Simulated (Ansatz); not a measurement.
Property card for AlN

AlN:
```
AlN
1.0
    0.00000     2.01302     2.01302
    2.01302     0.00000     2.01302
    2.01302     2.01302     0.00000
Al N
1 1
Cartesian
  2.01302   2.01302   2.01302
  0.00000   0.00000   0.00000
```

Space group Fm-3m (No. 225), rock salt; conventional cell a = 4.026 Å, b = 4.026 Å, c = 4.026 Å, α = 90.00°, β = 90.00°, γ = 90.00°.

Method: DFT-r²SCAN+D4 in the program Ansatz with PAW potentials. The cell and atoms are relaxed at this level. Other levels are named where they apply.

**Cell and energy**

```
Quantity                                                       Value
-----------------------------------------------------  -------------
Volume per atom                                              8.16 Å³
Density                                                   4.17 g/cm³
Formation energy from the elements (no fitted shifts)  -1.52 eV/atom
```

**Electronic structure**

```
Quantity                                                                                         Result
--------------------------------------------  ---------------------------------------------------------
Band gap                                                                             5.61 eV (indirect)
Valence-band maximum                                                                               at Γ
Conduction-band minimum                                                     at X (3 equivalent valleys)
Smallest direct gap on the standard path                                                        6.66 eV
Electron effective mass                                          0.34, 0.34, 0.57 mₑ (principal values)
Hole effective mass, band 1 of 3 at the edge    0.89 along [100], 5.2 along [110], 2.0 along [111] (mₑ)
Hole effective mass, band 2 of 3 at the edge   0.89 along [100], 0.89 along [110], 2.0 along [111] (mₑ)
Hole effective mass, band 3 of 3 at the edge  0.34 along [100], 0.26 along [110], 0.24 along [111] (mₑ)
HSE06 gap on the r²SCAN+D4 cell                                                                 6.18 eV
```

**Mechanics**

```
Quantity                                                                       Value
--------------------------------------------  --------------------------------------
Bulk modulus (Birch–Murnaghan fit)                                           281 GPa
Pressure derivative B′                                                           3.9
Elastic constants (relaxed ions, GPa)                C11 = 482, C12 = 181, C44 = 343
Mechanical stability                          stable (all eigenvalues of C positive)
Hill bulk and shear moduli                                           281 and 246 GPa
Young's modulus                                                              572 GPa
Poisson's ratio                                                                 0.16
Debye temperature from the elastic constants                                  1250 K
```

**Charges**

```
Item                        Result
-------------  -------------------
Bader charges  Al +2.54, N -2.54 e
```

This is a known high-pressure phase of the composition, computed here at zero pressure and temperature. The r²SCAN+D4 relaxation kept the symmetry of its start; its stability against distortions is not shown here. The volume moved by -38 % from the start of the relaxation. The references are the lowest solids computed at this level, not always the standard phases (solids in place of the gases).

Potentials: the later of the program's two PAW sets.
